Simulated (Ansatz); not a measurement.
input.yaml (Ansatz)

```yaml
crystal:
  lattice:
    - [2.7035119571, 0.0, 0.0]
    - [-1.3517559785, 2.3413100343, 0.0]
    - [0.0, 0.0, 4.3568814147]
  atoms:
    - { symbol: Rh, position: [0.3333333333, 0.6666666667, 0.25] }
    - { symbol: Rh, position: [0.6666666667, 0.3333333333, 0.75] }
hamiltonian:
  xc: r2scan
  pseudopotentials:
    kind: paw
    azcp:
      Rh: "pseudopotentials/Rh.paw.azcp"
basis:
  ecutwfc: 500
  fft_grid_basis: typed
kpoints:
  mp_grid: { grid: [22, 22, 12], shift: [0, 0, 0] }
magnetization:
  spin_polarized: false
scf:
  occupations: { method: fermi_dirac, width: 0.1 }
```

Output

```
Engine: ansatz 0.2.0, x86_64-unknown-linux-gnu
Pseudopotentials: kind: paw
Pseudopotential: Rh, paw, valence charge 17, recommended cutoff 500 eV (meta_gga) 
Functional definition: r2SCAN
  parameter k0 = 0.174
  parameter k1 = 0.065
  parameter a1 = 4.9479
  exchange = r2scan_x(k0 = k0, k1 = k1, a1 = a1)
  correlation = r2scan_c
Crystal: 2 atoms, lattice volume = 27.578 Å³
Basis set: ecut = 500 eV, 699 PW (Γ), exchange–correlation on 80×80×128 points (64 copies of the dense FFT grid, shifted against one another)
Bands: 21, of which v1, the nominal top of the filled ones, is band 17 counted from 1 (16 counted from 0)
Symmetry: 24 space group operations
Space group: P63/mmc (ITA 194), of the structure as read, at distance tolerance 3.0e-5 Å
k-points: 364 of 5808
Non-local potential: Rh, projectors of the file, l = 0: 3, l = 1: 2, l = 2: 2, l = 3: 1
PAW form: soft (Blöchl's): semilocal exchange-correlation on the pseudo side does not see the compensation charge
PAW frozen core: Rh, regenerated for the run's functional (the file was generated under x = pbe(κ = 0.804, μ = 0.2195149727645171), c = pbe(β = 0.06672455060314922))
PAW one-centre angular grid: Rh, 590 points (default); XC on 160 Gauss nodes
Initial density: superposition of atomic densities (neutral atoms: chi_scale 0, normalization atom), corrected by the library's trained network
Initial wavefunctions: pseudopotential atomic-orbital guess
Functional: x = r2scan, c = r2scan; τ floored in thin density (d = 2e-4 eV/Å³)
SCF iter   1: F=—  HF=-12830.482647 eV  |F-HF|=—  |Δ(HF+E_count)|=         —  Δρ=1.11e-2  dr2=8.05e-3  dr2_τ=1.30e-2  ethr=1.77e-3  ⟨swp⟩=5.0  Hψ=31293  notcnv=0
SCF iter   2: F=—  HF=-12830.504233 eV  |F-HF|=—  |Δ(HF+E_count)|=   2.16e-2  Δρ=6.67e-3  dr2=3.82e-3  dr2_τ=4.79e-4  ethr=2.37e-5  ⟨swp⟩=2.0  Hψ=14675  notcnv=0
SCF iter   3: F=—  HF=-12830.506661 eV  |F-HF|=—  |Δ(HF+E_count)|=   2.43e-3  Δρ=2.36e-3  dr2=1.39e-3  dr2_τ=1.54e-4  ethr=1.12e-5  ⟨swp⟩=2.2  Hψ=12045  notcnv=0
SCF iter   4: F=—  HF=-12830.506331 eV  |F-HF|=—  |Δ(HF+E_count)|=   3.30e-4  Δρ=3.87e-4  dr2=1.35e-5  dr2_τ=1.31e-5  ethr=4.08e-6  ⟨swp⟩=2.5  Hψ=13153  notcnv=0
SCF iter   5: F=—  HF=-12830.506365 eV  |F-HF|=—  |Δ(HF+E_count)|=   3.43e-5  Δρ=1.65e-4  dr2=2.24e-6  dr2_τ=6.99e-7  ethr=3.98e-8  ⟨swp⟩=2.0  Hψ=12166  notcnv=0
SCF iter   6: F=—  HF=-12830.506382 eV  |F-HF|=—  |Δ(HF+E_count)|=   1.67e-5  Δρ=2.59e-5  dr2=1.15e-7  dr2_τ=3.12e-8  ethr=6.60e-9  ⟨swp⟩=2.1  Hψ=13416  notcnv=0
SCF iter   7: F=-12830.506382 eV  HF=-12830.506382 eV  |F-HF|=4.56e-8  |Δ(HF+E_count)|=   1.38e-7  Δρ=1.36e-5  dr2=4.27e-8  dr2_τ=1.73e-9  ethr=2.94e-10  ⟨swp⟩=2.0  Hψ=15294  notcnv=0
SCF 1 converged in 7 iterations: F = -12830.506382 eV  dr2 = 4.27e-8
SCF converged after 7 iterations
Free energy (F): -12830.506382 eV
Harris-Foulkes:  -12830.506382 eV  (|F-HF|=4.56e-8)
Internal energy: -12830.399860 eV  (E = F + TS)
E sigma→0 (E₀):  -12830.453121 eV
Entropy (-TS):   -0.106522 eV (-53.261 meV/atom)
Fermi energy:    22.221607 eV
--- Per-component energies (eV) ---
  E_band       = -206.591632
  E_kinetic    = 1146.413277
  E_local      = -3137.220988  (includes V_loc(G=0)·N_el)
  E_nonlocal   = 711.020442
  E_hartree    = 1104.205460
  E_xc         = -433.513195
  E_vxc        = -628.130822  (∫ρ·V_xc dr)
  E_paw        = -7208.524882  (= ΣΔE_a)
  E_vpaw       = -549.604340  (= ΣTr[D̂ρ^β])
  E_aug_tail   = 0.001318  (compensation charges beyond the density's cutoff)
  E_vtau       = 42.510068  (kinetic-family band-sum trace: ∫τ·v_τ [+ j·A + Jᵃ·Aᵃ] dr)
  E_ewald      = -5012.041373
  E_core_change = -0.739919  (= ΣΔE_core)
  E_smearing   = -0.106522  (= −TS)
  E_closure    = -0.000000  (closes the sum)
  Σ components = -12830.506382   (vs F -12830.506382, Δ=0.00e0)
```

Command:

```sh
ansatz run input.yaml --threads 1 --pin off --max-ram 3584MiB --backend cpu --events-out ev --progress --plain --runs-dir out
```

On 1 thread of Intel(R) Xeon(R) Platinum 8259CL CPU @ 2.50GHz (Skylake/Cascade Lake) (shared host) this took about 24 s of wall time and 22 s of CPU time.
